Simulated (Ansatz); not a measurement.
YC:
```yaml
crystal:
  lattice:
    - [0.00000, 2.51624, 2.51624]
    - [2.51624, 0.00000, 2.51624]
    - [2.51624, 2.51624, 0.00000]
  atoms:
    - { symbol: C, position: [0.00000, 0.00000, 0.00000] }
    - { symbol: Y, position: [0.50000, 0.50000, 0.50000] }
```

Relaxed with PBEsol. Special points in fractions of this cell's reciprocal vectors: Γ (0.000, 0.000, 0.000); X (0.500, 0.000, 0.500); U (0.625, 0.250, 0.625); K (0.375, 0.375, 0.750); L (0.500, 0.500, 0.500); W (0.500, 0.250, 0.750).

Task: List the band energies nearest the Fermi level at these points for the program Ansatz at the PBEsol level (PAW).

Result: In eV from the Fermi level; about four levels below and three above (degenerate sets whole), none deeper than 8.9 eV; points with the same levels are listed once.

```csv
k,below,above
Γ,–,1.62 1.62 1.62
X,-8.54 -0.65,0.57 0.97 0.97
U,-8.05 -1.26 -0.73 -0.08,3.09 6.93 7.08
L,-7.11 -3.26 -1.07 -1.07,6.62 6.62 6.63
W,-8.00 -1.01 -0.67 -0.67,4.72 4.72 7.92
```

Space group Fm-3m (rock salt). The start of the workflow was typed in or built on a structure type; the Crystallography Open Database copy checked does not list it. Its standing as an ambient phase is unchecked. The PBEsol relaxation kept the symmetry of its start; its stability against distortions is not shown here. No spin polarisation was allowed. Scalar-relativistic: spin–orbit coupling is off unless named, which matters more the heavier the elements.

Potentials: the earlier of the program's two PAW sets. The files were generated under PBE; for other functionals the program regenerates the frozen cores, and for LDA and PBEsol the local potential too.
